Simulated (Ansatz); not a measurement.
# HfRu: one input, then a changed one

The geometry is COD entry 1538250, unchecked; take it as a test cell. The listed cell was then made from it by scaling, straining or moving an atom.

First run: DFT, LDA, all-electron LAPW, scalar-relativistic (Ansatz 0.2.0).

Command: `ansatz run input.yaml --threads 1 --pin off --max-ram 2048MiB --backend cpu --events-out ev --progress --plain --runs-dir out` The run took about 96 s on 1 thread of a shared machine.

```yaml
crystal:
  lattice:
    - [3.1670018895, 0.0, 0.0]
    - [0.0, 3.1670018895, 0.0]
    - [0.0, 0.0, 3.1670018895]
  atoms:
    - { symbol: Hf, position: [0.0, 0.0, 0.0] }
    - { symbol: Ru, position: [0.5, 0.5, 0.5] }
kpoints:
  mp_grid: { grid: [10, 10, 10] }
scf:
  occupations: { method: fermi_dirac, width: 0.05 }
hamiltonian:
  xc: lda
  pseudopotentials: { kind: all_electron, lapw: { basis_error: 0.001 } }
output:
  forces: true
  stress: true
relax:
  f_tol: 0.005
  max_steps: 80
  cell: {}
```

Result: converged; relaxed volume 16.104 Å³/atom; 35 SCF iterations in all.

Spin–orbit coupling is left out, though it moves levels of the heavy atoms by tenths of an eV or more.

The input is then changed:

```diff
@@ -11,13 +11,16 @@
 scf:
   occupations: { method: fermi_dirac, width: 0.05 }
+  lower_state_search: "off"
 hamiltonian:
   xc: lda
   pseudopotentials: { kind: all_electron, lapw: { basis_error: 0.001 } }
+  dispersion: d4
 output:
   forces: true
   stress: true
 relax:
-  f_tol: 0.005
+  f_tol: 0.05
   max_steps: 80
   cell: {}
+  max_displacement: 0.3
```

Task: What does the second run give?

Result: It converged; relaxed volume 15.860 Å³/atom; 26 SCF iterations in all.
